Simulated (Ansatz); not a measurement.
Input:

NaF:
```cif
data_FNa
_chemical_formula_sum 'Na1 F1'
_space_group_name_H-M_alt 'P 1'
_space_group_IT_number 1
_cell_length_a 3.32405
_cell_length_b 3.32405
_cell_length_c 3.32405
_cell_angle_alpha 60.000
_cell_angle_beta 60.000
_cell_angle_gamma 60.000
loop_
_space_group_symop_operation_xyz
  'x, y, z'
loop_
_atom_site_label
_atom_site_type_symbol
_atom_site_fract_x
_atom_site_fract_y
_atom_site_fract_z
_atom_site_occupancy
Na1 Na 0.00000 0.00000 0.00000 1
F1 F 0.50000 0.50000 0.50000 1
```

This is the PBE-relaxed structure.

Q: All from PBE (plane waves, PAW; program Ansatz), unless another level is named. Give the hole effective mass, band 1 of 3 at the edge.

A: 6.5 along [100], 11 along [110], 8.7 along [111] (mₑ).

Q: Predict the band gap.

A: 6.09 eV (direct).

Q: And the weight of the conduction-edge state by species (Voronoi cells)?

A: Na 54 %, F 46 %.

Space group Fm-3m (rock salt). The PBE relaxation kept the symmetry of its start.

Potentials: the later of the program's two PAW sets.
